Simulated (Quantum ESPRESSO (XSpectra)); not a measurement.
## The core hole at the O K edge of HfO2 (Pca2₁)

```
HfO2
1.0
    5.21946     0.00000     0.00000
    0.00000     5.00476     0.00000
    0.00000     0.00000     5.03269
Hf O
4 8
Direct
  0.03301   0.26748   0.24144
  0.96699   0.73252   0.74144
  0.46699   0.26748   0.74144
  0.53301   0.73252   0.24144
  0.36787   0.07135   0.37927
  0.63213   0.92865   0.87927
  0.13213   0.07135   0.87927
  0.86787   0.92865   0.37927
  0.73395   0.46012   0.49229
  0.26605   0.53988   0.99229
  0.76605   0.46012   0.99229
  0.23395   0.53988   0.49229
```

Geometry: Materials Project entry mp-685097 (a computed structure). The cell is the entry's, not relaxed again.

Absorber: atom 5, O on Wyckoff site a (site symmetry 1), with 1 Hf at 2.02 Å, 1 Hf at 2.12 Å, 1 Hf at 2.13 Å, 1 O at 2.51 Å.

Simulated with Quantum ESPRESSO (XSpectra): LDA, no, half or full core hole, dipole K-edge X-ray absorption, plane waves, Troullier-Martins potentials made with ld1.x and PseudoDojo potentials for the other elements (Perdew-Zunger form enforced), scalar-relativistic, no spin, constant broadening.

Full-hole run: 24-atom cell (absorber images 7.1 Å apart), 70 Ry, k meshes 2×2×3 (SCF) and 4×4×4 (spectrum), Lorentzian half width 0.5 eV. The ground-state test found a gap, so occupations are fixed and the excited electron is left out (charged cell on a uniform background); energies count from the highest occupied level. Field directions run: x; y; z, weighted by the site's symmetry in the crystal. Intensities are scaled to a mean of 1 over 0–35 eV.

The half-hole run shares these settings; the run without a hole takes the primitive cell with a 4×4×4 mesh.

```csv
core hole,mean 0–10 eV,mean 10–20 eV,mean 20–30 eV,highest value below 30 eV
none (primitive cell),0.83,1.45,0.80,2.4
half,0.95,1.31,0.79,2.5
full,1.07,1.15,0.80,2.5
```

From no hole to a full hole the mean over the first 10 eV goes from 0.83 through 0.95 to 1.07: the hole pulls absorption towards the edge. The cell size was not varied. Each run counts from its own energy zero.
